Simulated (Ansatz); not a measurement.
ZnCu (CsCl type, Pm-3m), a = b = c = 2.908 Å, α = β = γ = 90.00°.

Relaxed with PBEsol.

Q: Which orbitals make up the states near the Fermi level in plane-wave PAW PBEsol (Ansatz code)?

A: Within 0.5 eV of the Fermi level: Cu 4s 18 %, Zn 4s 16 %, Cu 3d 15 %, outside the projected shells 49 %. Projections are on Löwdin-orthogonalised atomic valence shells; empty p or d shells of many metals are not among them.

Q: Tabulate the density of states.

A: States/eV per cell of 2 atoms, in 0.25 eV bins, energy from the Fermi level.

```tsv
E (eV)	total	Cu 3d	Zn 3d	Zn 4s
-7.85	7.25	0.26	6.50	0.23
-7.60	10.89	0.32	10.32	0.12
-7.35	12.34	0.31	11.90	0.08
-7.10	5.48	0.09	5.19	0.11
-6.85	1.54	0.04	1.28	0.10
-6.60	0.50	0.05	0.20	0.12
-6.35	0.52	0.07	0.15	0.13
-6.10	0.51	0.08	0.12	0.15
-5.85	0.52	0.11	0.10	0.16
-5.60	0.57	0.15	0.10	0.19
-5.35	0.69	0.25	0.10	0.23
-5.10	1.08	0.47	0.15	0.36
-4.85	1.19	0.71	0.13	0.25
-4.60	0.69	0.42	0.05	0.10
-4.35	1.17	0.85	0.06	0.07
-4.10	2.39	1.90	0.10	0.07
-3.85	4.06	3.54	0.16	0.05
-3.60	6.31	5.89	0.22	0.03
-3.35	6.15	5.85	0.11	0.05
-3.10	6.35	6.02	0.12	0.08
-2.85	8.18	7.74	0.21	0.09
-2.60	1.94	1.69	0.03	0.09
-2.35	0.54	0.31	0.02	0.08
-2.10	0.51	0.27	0.01	0.06
-1.85	1.03	0.55	0.02	0.08
-1.60	0.84	0.36	0.02	0.09
-1.35	0.74	0.26	0.01	0.10
-1.10	0.67	0.19	0.01	0.10
-0.85	0.62	0.15	0.01	0.10
-0.60	0.58	0.12	0.01	0.10
-0.35	0.54	0.10	0.01	0.09
-0.10	0.50	0.08	0.01	0.08
0.15	0.47	0.06	0.01	0.08
0.40	0.44	0.05	0.01	0.07
0.65	0.40	0.04	0.01	0.06
0.90	0.38	0.03	0.00	0.06
1.15	0.34	0.03	0.00	0.05
1.40	0.31	0.02	0.00	0.04
1.65	0.28	0.02	0.00	0.04
1.90	0.26	0.01	0.00	0.04
2.15	0.40	0.03	0.00	0.13
2.40	0.56	0.04	0.01	0.18
2.65	0.62	0.04	0.01	0.19
2.90	0.68	0.04	0.01	0.19
3.15	0.73	0.03	0.01	0.18
3.40	0.74	0.03	0.01	0.16
3.65	0.69	0.02	0.01	0.13
3.90	0.68	0.02	0.01	0.12
4.15	0.66	0.02	0.00	0.11
4.40	0.69	0.02	0.00	0.12
4.65	0.69	0.01	0.00	0.10
```

The PBEsol relaxation kept the symmetry of its start; of distortions, only those at the zone centre were tested. The run is not spin-polarised.

Potentials: the later of the program's two PAW sets.
